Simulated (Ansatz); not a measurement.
## Computed properties of RuC

RuC:
```yaml
crystal:
  lattice:
    - [4.07460, 0.00000, 0.00000]
    - [0.00000, 4.07460, 0.00000]
    - [0.00000, 0.00000, 4.07460]
  atoms:
    - { symbol: Ru, position: [0.00000, 0.50000, 0.50000] }
    - { symbol: Ru, position: [0.50000, 0.00000, 0.50000] }
    - { symbol: Ru, position: [0.50000, 0.50000, 0.00000] }
    - { symbol: C, position: [0.50000, 0.00000, 0.00000] }
    - { symbol: C, position: [0.00000, 0.50000, 0.00000] }
    - { symbol: C, position: [0.00000, 0.00000, 0.50000] }
```

Space group Pm-3m (No. 221); conventional cell a = b = c = 4.0746 Å, α = β = γ = 90.00°.

Method: the program Ansatz at the PBE level (PAW). Structure relaxed to zero pressure with the same functional. Other levels are named where they apply.

### Cell and energy

```json
{
  "volume_per_atom": "11.27 Å³",
  "density": "8.33 g/cm³",
  "Formation energy from the elements (no fitted shifts)": "0.84 eV/atom"
}
```

### Electronic structure

```json
{
  "electronic_character": "metallic (no gap)",
  "Density of states at the Fermi level": "0.80 states/eV per atom (mean over ±0.08 eV)",
  "Gap with spin–orbit coupling": "none (metallic)"
}
```

### Mechanics

```json
{
  "Bulk modulus (Birch–Murnaghan fit)": "282 GPa",
  "Pressure derivative B′": "4.5"
}
```

The start of the workflow was typed in or built on a structure type; neither database checked (COD, Materials Project) lists it. Its standing as an ambient phase is unchecked. The cell was relaxed with PBE under the symmetry of its start; its stability against distortions is not shown here. The run is not spin-polarised. Its formation energy is positive at this level, so the cell may be metastable or incomplete. The references are the lowest solids computed at this level, not always the standard phases. Spin–orbit coupling is left out wherever it is not named.

Potentials: the earlier of the program's two PAW sets.
